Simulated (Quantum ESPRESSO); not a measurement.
Mo4ScHf3, one composition in several site orders

A calculation, not a measurement. The program is pw.x of Quantum ESPRESSO 7.5 (plane-wave density functional theory). The cell is made up: eight metal atoms on a face-centred cubic lattice, with elements, volume, strain and displacements drawn at random and not relaxed, so it may be unstable or far from any real phase. PseudoDojo standard norm-conserving files set the functional (PBE unless stated); there is no spin polarisation or spin-orbit coupling, the Fermi-Dirac width of 0.25 eV means electrons at about 2900 K, and the masses in the input are unused placeholders. Heavy elements are run without spin-orbit coupling, which real alloys of them have. A spin test at this wide smearing found no moment, but such smearing suppresses magnetism that the real alloy may have.

The runs put one composition on the sites in different orders. Cell, positions, cutoff, mesh and smearing stay as in the input of run 1; sites are counted in its order. Stress in the tables is positive in tension.

Input of run 1:

```
&control calculation='scf', pseudo_dir='./dojo.nc.sr.pbe.v0_5.standard.upf', outdir='./o', disk_io='minimal', tprnfor=.true., tstress=.true. /
&system ibrav=0, nat=8, ntyp=3, nbnd=70, ecutwfc=79.96652505, nosym=.true., tot_charge=0,
 occupations='smearing', smearing='fd', degauss=0.0183746611
/
&electrons conv_thr=1.470e-08, electron_maxstep=70, mixing_beta=0.5 /
ATOMIC_SPECIES
Hf 1.0 Hf.upf
Mo 1.0 Mo.upf
Sc 1.0 Sc.upf
CELL_PARAMETERS angstrom
0.0146 2.1685 2.1641
-4.4251 2.1549 -2.1797
-4.3742 -6.4722 6.4299
ATOMIC_POSITIONS angstrom
Mo -0.0791 -0.0372 0.0009
Sc -4.4269 -4.3119 4.3017
Hf -4.3491 -2.1344 2.1985
Mo -4.4166 -0.0074 -0.1147
Hf -2.1532 -2.0499 4.3404
Hf -2.1969 0.0471 2.1374
Mo -2.2647 2.1914 0.0127
Mo -6.5742 -2.1677 4.2312
K_POINTS automatic
8 5 3 1 1 1
```

| run | elements on sites 1 to 8 | free energy less that of run 1 (eV) | -TS (eV) | pressure (GPa) | stress xx (GPa) | stress yy (GPa) | stress zz (GPa) | stress yz (GPa) | stress xz (GPa) | stress xy (GPa) | iterations |
| --- | --- | --- | --- | --- | --- | --- | --- | --- | --- | --- | --- |
| 1 | Mo Sc Hf Mo Hf Hf Mo Mo | 0.000 | -2.469 | -9.57 | 8.84 | 9.67 | 10.22 | -0.84 | 0.07 | 0.20 | 22 |
| 2 | Hf Mo Mo Hf Mo Hf Mo Sc | 0.033 | -2.409 | -9.35 | 8.41 | 9.63 | 10.02 | -1.22 | -0.01 | -0.03 | 26 |
| 3 | Mo Hf Hf Mo Sc Mo Mo Hf | 0.220 | -2.504 | -10.21 | 9.57 | 10.69 | 10.36 | -0.79 | -0.69 | 1.50 | 26 |
| 4 | Mo Mo Hf Hf Mo Mo Hf Sc | -0.275 | -2.481 | -9.53 | 9.07 | 10.07 | 9.46 | -1.46 | 1.90 | -1.06 | 22 |
| 5 | Mo Hf Mo Sc Hf Mo Hf Mo | -0.107 | -2.465 | -9.93 | 8.63 | 10.45 | 10.70 | -1.99 | 2.17 | -2.00 | 28 |
| 6 | Mo Mo Mo Hf Hf Hf Sc Mo | 0.196 | -2.406 | -9.65 | 8.82 | 9.67 | 10.44 | -0.83 | 0.28 | -0.50 | 23 |

Forces Fx Fy Fz (eV/Å):

| site | run 1 | run 2 | run 3 | run 4 | run 5 | run 6 |
| --- | --- | --- | --- | --- | --- | --- |
| 1 | 0.64 0.20 -0.25 | 0.41 0.88 -0.71 | -0.53 -0.57 0.52 | -0.31 0.10 -0.01 | -0.03 0.16 -0.12 | 0.44 0.56 -0.43 |
| 2 | -0.42 -0.58 0.65 | 0.08 0.19 -0.22 | -0.35 -0.71 0.72 | 0.45 -0.07 -0.05 | 0.31 0.00 0.01 | 0.31 0.13 -0.07 |
| 3 | -0.99 0.21 -0.10 | 0.06 -0.12 0.09 | 0.22 0.81 -0.99 | 0.67 0.29 -0.31 | -0.12 0.31 -0.05 | -0.63 -0.13 0.29 |
| 4 | 0.38 0.38 -0.24 | -0.08 -0.38 0.80 | 0.78 0.70 -0.65 | -0.88 -0.28 0.67 | -0.16 0.01 0.44 | -0.18 0.20 0.53 |
| 5 | 0.82 -0.40 0.13 | -0.32 -0.39 0.42 | 0.65 0.12 -0.39 | -0.27 -0.19 0.26 | -0.13 -0.44 0.20 | -0.66 -1.18 0.97 |
| 6 | 0.51 0.54 -0.74 | -0.97 -0.65 0.26 | 0.55 0.67 -0.68 | 0.21 0.00 -0.17 | -0.06 -0.12 -0.04 | -0.15 -0.22 -0.14 |
| 7 | -0.55 0.00 0.07 | 0.44 0.10 -0.31 | -0.62 -0.60 0.64 | 0.94 0.19 -0.56 | 0.28 0.10 -0.36 | 0.85 0.67 -0.99 |
| 8 | -0.39 -0.36 0.49 | 0.38 0.37 -0.32 | -0.70 -0.42 0.83 | -0.81 -0.04 0.18 | -0.09 -0.02 -0.09 | 0.02 -0.04 -0.15 |

The sites are displaced and not relaxed, so the energy differences mix bonding between neighbours with strain and are not ordering energies. A rerun of one cell of this series at a higher cutoff and on a denser mesh moved values by no more than 0.010 eV in energy, 0.06 GPa in stress and 0.003 eV/Å in force, and a second program with other atomic files agreed on that cell to 2 % rms in force and 0.5 GPa in pressure.